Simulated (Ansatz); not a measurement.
The cell comes from COD entry 1523301, which wasn't checked; take it as a given geometry. The listed cell was then made from it by scaling, straining or moving an atom.

An input for Li2Pt: DFT, LDA, PAW with Ansatz's default frozen-core files, scalar-relativistic (Ansatz 0.2.0). The PAW files were made with PBE; their cores are remade for this functional.

Command: `ansatz run input.yaml --threads 1 --pin off --max-ram 4096MiB --backend cpu --events-out ev --progress --plain --runs-dir out` The run took 8.4 s on 1 thread of Intel(R) Xeon(R) 6975P-C (Granite Rapids), on a shared host, peak memory 0.61 GiB.

```yaml
crystal:
  lattice:
    - [4.1859989866, 0.0209299949, 0.0209299949]
    - [-2.074873586, 3.6147164652, 0.0076609098]
    - [0.013305, 0.013305, 2.661]
  atoms:
    - { symbol: Li, position: [0.3333333333, 0.6666666667, 0.5] }
    - { symbol: Li, position: [0.6666666667, 0.3333333333, 0.5] }
    - { symbol: Pt, position: [0.0, 0.0, 0.0] }
kpoints:
  mp_grid: { grid: [9, 9, 12] }
scf:
  occupations: { method: fermi_dirac, width: 0.03 }
hamiltonian:
  xc: lda
  pseudopotentials: { kind: paw }
output:
  forces: true
  stress: true
  eigenvalues: true
  efg: { contact_densities: true }
```

The results part of the log:

```
SCF 1 converged in 6 iterations: F = -12649.808562 eV  dr2 = 2.11e-9
  greatest PAW one-centre occupation: 1.000 electrons in one spin orbital (limit 2), on the Li atom at site 1 (counted from 0), in its partial waves of l = 0
SCF converged after 6 iterations
Free energy (F): -12649.808562 eV
Harris-Foulkes:  -12649.808562 eV  (|F-HF|=1.32e-9)
Internal energy: -12649.804602 eV  (E = F + TS)
E sigma→0 (E₀):  -12649.806582 eV
Entropy (-TS):   -0.003960 eV (-1.320 meV/atom)
Fermi energy:    9.815095 eV
--- Per-component energies (eV) ---
  E_band       = -483.649812
  E_kinetic    = 685.299469
  E_local      = -2673.935701  (includes V_loc(G=0)·N_el)
  E_nonlocal   = 141.418973
  E_hartree    = 1007.217192
  E_xc         = -282.213687
  E_vxc        = -331.167142  (∫ρ·V_xc dr)
  E_paw        = -9215.498446  (= ΣΔE_a)
  E_vpaw       = -319.700797  (= ΣTr[D̂ρ^β])
  E_aug_tail   = 0.000171  (compensation charges beyond the density's cutoff)
  E_ewald      = -2312.556442
  E_core_change = 0.463869  (= ΣΔE_core)
  E_smearing   = -0.003960  (= −TS)
  E_closure    = 0.000000  (closes the sum)
  Σ components = -12649.808562   (vs F -12649.808562, Δ=0.00e0)
--- Forces (eV/Å), atoms counted from 1 ---
  atom   1  Li    -0.02187093    -0.00003590    -0.00044652
  atom   2  Li     0.02187093     0.00003590     0.00044652
  atom   3  Pt     0.00000000     0.00000000     0.00000000
  max |Σ_I F_I| component: 0.00e0 eV/Å
--- Stress (GPa, compression-positive) ---
       -3.986418      -0.348695      -0.158452
       -0.348695      -3.989120      -0.158454
       -0.158452      -0.158454      -5.287202
  P = ⅓ Tr σ = -4.4209 GPa (-44.209 kbar)
--- PAW observables at the nuclei: V_zz in 10²¹ V/m², potentials from the cell's mean, atoms counted from 1 ---
  atom   1  Li V_zz =    +0.052689   η = 0.0715   by run symmetry: allowed
            electrostatic potential = -172.071527 V   contact ρ = 91.637429 e/Å³
  atom   2  Li V_zz =    +0.052689   η = 0.0715   by run symmetry: allowed
            electrostatic potential = -172.071527 V   contact ρ = 91.637429 e/Å³
  atom   3  Pt V_zz =   -23.336327   η = 0.0049   by run symmetry: allowed
            electrostatic potential = -16113.185434 V   contact ρ = 12038765.836494 e/Å³
--- Band table (eV; the first three rows and the last of 487) ---
  k-point 0: bands = ["-88.0060", "-42.0884", "-42.0859", "-42.0254", "-34.8730", "-34.7553", "3.1760", "5.4336", "6.5041", "6.5324", "9.1821", "9.1835", "13.5920", "13.6853", "16.1897", "16.1985"]
  k-point 1: bands = ["-88.0047", "-42.0859", "-42.0833", "-42.0519", "-34.8706", "-34.7534", "3.3948", "5.5665", "6.5717", "6.5995", "8.8241", "8.8278", "14.0474", "14.1406", "16.2046", "16.2152"]
  k-point 2: bands = ["-88.0010", "-42.1241", "-42.0789", "-42.0764", "-34.8641", "-34.7483", "3.9737", "6.0058", "6.7632", "6.7893", "8.0592", "8.0649", "15.1160", "15.2130", "16.2427", "16.2588"]
  k-point 486: bands = ["-88.0047", "-42.0878", "-42.0841", "-42.0518", "-34.8364", "-34.7860", "4.0133", "6.0674", "6.8576", "7.5057", "8.2830", "8.6595", "9.5645", "11.0684", "17.6619", "20.2522"]
```
